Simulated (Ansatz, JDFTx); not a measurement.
PbF2: 6 runs at one level of theory

```
Pb F
1.0
     0.00000    2.96366    2.96366
     2.96366    0.00000    2.96366
     2.96366    2.96366    0.00000
Pb F
1 2
Direct
  0.00000 0.00000 0.00000
  0.75000 0.75000 0.75000
  0.25000 0.25000 0.25000
```

Alike in all runs: task single point; functional PBEsol; k mesh 8 × 8 × 8; occupations fermi-dirac, width 0.05 eV; no spin polarisation; no spin-orbit coupling. Pressure is positive in compression and, in plane waves, holds the error of the finite cutoff, which Ansatz's Pulay term estimates and takes out.

```csv
program and potentials,plane-wave cutoff (eV),notes,band gap (eV),pressure (GPa)
"Ansatz, Ansatz PAW",420,"potentials made for PBE, which Ansatz adapts in part; 9.33 valence electrons an atom on average; Pulay term of +0.51 GPa included",4.31,-1.08
"Ansatz, JTH PAW",1800,potentials made for PBE; 9.33 valence electrons an atom on average,4.31,-1.02
"JDFTx, PseudoDojo-SR-PBEsol-0.4.1-standard with smoothed tails",1143,9.33 valence electrons an atom on average,4.32,-1.04
"Ansatz, Ansatz PAW (files of its older set among them)",1050,"potentials made for PBE, which Ansatz adapts in part; 12 valence electrons an atom on average",4.31,-1.06
"Ansatz, PseudoDojo standard (PBEsol files)",1143,9.33 valence electrons an atom on average,4.32,-1.26
"Ansatz, PseudoDojo stringent (PBEsol files)",1197,12 valence electrons an atom on average,4.33,-1.26
```

The band gap spans 4.31 (Ansatz, JTH PAW) to 4.33 eV (Ansatz, PseudoDojo stringent (PBEsol files)). The pressure spans -1.26 (Ansatz, PseudoDojo standard (PBEsol files)) to -1.02 GPa (Ansatz, JTH PAW). Spin-orbit coupling, left out here, moves the band edges of heavy atoms. The gap is indirect and read on the mesh alone.

The functional is the same throughout but for its coding, so the spread measures potentials, basis and numerics; runs on potential files found faulty are left out.
